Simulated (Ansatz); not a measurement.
Consider a crystal of GeSbTe₃ in space group P4/mmm (No. 123), with Ge on 1a; Sb on 1d; Te on 2h and 1b.

These are results of DFT PBE, scalar-relativistic, plane waves, PAW (Ansatz 0.2.0), not measurements. Cutoff 420 eV, Γ-centred mesh, Gaussian smearing, no spin polarisation.

Formation energies are uncorrected and refer to the elements' standard structures at the same level.

**Question.** Give the relaxed lattice parameters and positions.

**Answer.**

Space group P4/mmm (No. 123). a = 4.185 Å, b = 4.185 Å, c = 9.202 Å, α = 90.00°, β = 90.00°, γ = 90.00°
| atom | site | symmetry | x | y | z |
| --- | --- | --- | --- | --- | --- |
| Ge | 1a | 4/mmm | 0.0000 | 0.0000 | 0.0000 |
| Sb | 1d | 4/mmm | 0.5000 | 0.5000 | 0.5000 |
| Te | 2h | 4mm | 0.5000 | 0.5000 | 0.1624 |
| Te | 1b | 4/mmm | 0.0000 | 0.0000 | 0.5000 |

Around Ge lie 8 Te at 3.32 Å; Sb has 6 Te at 2.96–3.11 Å; Te on a site of symmetry 4mm has 1 Te at 2.99 Å, 1 Sb at 3.11 Å and 4 Ge at 3.32 Å; Te on a site of symmetry 4/mmm has 4 Sb at 2.96 Å. Another local minimum with the same sites may exist.

**Question.** Where does its energy lie, and is it a metal?

**Answer.** The energy over the elements is +0.17 eV/atom. The gap on the 10×10×4 mesh of the 5-atom cell is 0 eV (a metal). The separate elements lie lower, so it is unstable against them.

The last run used Gaussian smearing of 0.10 eV. These runs have no spin–orbit coupling, which can matter for Sb and Te. An odd number of electrons in the primitive cell allows no gap without spin; a larger cell or a magnetic state could open one. The cell is a metal run without spin; a magnetic state may lie lower. The reference form of Te is held partly by dispersion forces, which this level lacks. Symmetry constrained the relaxation, so the result can be a saddle point.
